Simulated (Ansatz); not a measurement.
## Calculated electric field gradients for Na4MgScP3O12

The cell is a Materials Project structure (computed, not necessarily an observed phase).

```
Na Mg Sc P O
1.0
     4.53555    2.61860    7.39160
    -4.53555    2.61860    7.39160
     0.00000   -5.23721    7.39160
Na Mg Sc P O
8 2 2 6 24
Direct
  0.88555 0.61661 0.24314
  0.61661 0.24314 0.88555
  0.24314 0.88555 0.61661
  0.38555 0.74314 0.11661
  0.74314 0.11661 0.38555
  0.11661 0.38555 0.74314
  0.49743 0.49743 0.49743
  0.99743 0.99743 0.99743
  0.34963 0.34963 0.34963
  0.84963 0.84963 0.84963
  0.65026 0.65026 0.65026
  0.15026 0.15026 0.15026
  0.54811 0.95611 0.24963
  0.95611 0.24963 0.54811
  0.24963 0.54811 0.95611
  0.04811 0.74963 0.45611
  0.74963 0.45611 0.04811
  0.45611 0.04811 0.74963
  0.51949 0.12157 0.28019
  0.12157 0.28019 0.51949
  0.28019 0.51949 0.12157
  0.01949 0.78019 0.62157
  0.78019 0.62157 0.01949
  0.62157 0.01949 0.78019
  0.48163 0.87911 0.72212
  0.87911 0.72212 0.48163
  0.72212 0.48163 0.87911
  0.98163 0.22212 0.37911
  0.22212 0.37911 0.98163
  0.37911 0.98163 0.22212
  0.42891 0.22253 0.58414
  0.22253 0.58414 0.42891
  0.58414 0.42891 0.22253
  0.92891 0.08414 0.72253
  0.08414 0.72253 0.92891
  0.72253 0.92891 0.08414
  0.56821 0.77893 0.41673
  0.77893 0.41673 0.56821
  0.41673 0.56821 0.77893
  0.06821 0.91673 0.27893
  0.91673 0.27893 0.06821
  0.27893 0.06821 0.91673
```

Sites (sets of like atoms) are named by element and the number of their first atom in this list.

All values are calculated (Ansatz; DFT, r2SCAN, plane waves and PAW, scalar-relativistic, 500 eV cutoff, Γ-centred 3×3×3 k-points, Fermi–Dirac smearing 0.02 eV), not measured.

Conventions: |V_zz| ≥ |V_yy| ≥ |V_xx|, η = (V_xx − V_yy)/V_zz, C_Q = eQV_zz/h. Directions are in the Cartesian axes of the cell vectors above, for the atom listed; none is given where the gradient is under 0.02 or η is above 0.95.

```tsv
site	first atom	first shell	V_zz (10²¹ V/m²)	η	direction of V_zz (x, y, z)
Na1	1	8 O at 2.48–2.94 Å; also 2 O at 3.30–3.37 Å	-0.95	0.47	-0.09 0.95 -0.30
Na7	7	6 O at 2.51–2.60 Å	-1.11	0.00	0.00 0.00 1.00
Mg	9	6 O at 2.05–2.15 Å	0.59	0.00	0.00 0.00 1.00
Sc	11	6 O at 2.06–2.15 Å	1.57	0.00	0.00 0.00 1.00
P	13	4 O at 1.53–1.57 Å	1.46	0.86	0.62 -0.45 0.64
O19	19	1 P at 1.53 Å, 1 Mg at 2.05 Å, angle 150°; also 2 Na at 2.61–2.94 Å	8.78	0.14	-0.60 0.16 0.78
O25	25	1 P at 1.56 Å, 1 Sc at 2.06 Å, angle 150°; also 3 Na at 2.73–3.30 Å	8.83	0.06	-0.60 0.17 0.78
O31	31	1 P at 1.56 Å, 1 Mg at 2.15 Å, angle 145°; also 3 Na at 2.48–2.51 Å	9.35	0.18	-0.58 0.81 -0.06
O37	37	1 P at 1.57 Å, 1 Sc at 2.15 Å, angle 143°; also 3 Na at 2.54–2.60 Å	9.15	0.08	-0.56 0.82 -0.05
```

An axis of threefold or higher order runs through Na7, Mg and Sc, so V_zz lies along it and η is zero. At O19, O25, O31 and O37 V_zz points along the shorter of its two bonds, to P (within 3°) in each case.

At this cell the principal stresses reach 5 GPa in size with r2SCAN, which can matter for small gradients. The largest force is 0.8 eV/Å, so the atoms aren't at the calculated equilibrium and relaxing them would move these values.

The run took 3.6 min of wall time (3.6 min of CPU time) and 2.4 GiB at its peak, on 1 thread of Arm Neoverse V2 (aarch64; 8 cores open to the job, memory cap 2.5 GiB, no GPU), a shared host with a load of 0.3 a core.
